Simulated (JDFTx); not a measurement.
Tl(0001) slab cut from bulk Tl (space group P6_3/mmc, indices of the conventional cell, lattice of the Materials Project entry mp-82, not re-optimised): 4 atoms in 4 planes, a 1x1 cell of 10.59 Å² (|a| = 3.497, |b| = 3.497 Å), 8.6 Å between the outermost planes, cell height 24.5 Å, 8×8×1 k mesh, Fermi smearing 0.01 Ha, no spin polarisation.

Method: PBE, GBRV ultrasoft potentials, plane waves to 20/100 Ha, in JDFTx (a modified build). Liquid: linear PCM (GLSSA13), water, 2 M NaCl; nuclei fixed. Potentials are counted from the potential of zero charge; σ repeats to about 1 %.

```json
[
 {"U − U_pzc (V)": "-0.69", "σ (μC/cm², per face)": "-12.34"},
 {"U − U_pzc (V)": "-0.49", "σ (μC/cm², per face)": "-9.00"},
 {"U − U_pzc (V)": "-0.14", "σ (μC/cm², per face)": "-2.73"},
 {"U − U_pzc (V)": "0.16", "σ (μC/cm², per face)": "3.11"},
 {"U − U_pzc (V)": "0.20", "σ (μC/cm², per face)": "withheld"},
 {"U − U_pzc (V)": "0.31", "σ (μC/cm², per face)": "6.19"}
]
```

Task: Fit σ = C₀x + bx² (x = U − U_pzc) to the other rows by least squares, predict the withheld value, and compare with the run.

Result: The fit gives C₀ (μF/cm²) = 19.3, b (μF/cm²/V) = 2.08, with a root-mean-square miss of 0.04 μC/cm² on its own rows. It predicts 4.0 μC/cm²; the run gives 4.0 μC/cm², the same to these digits.
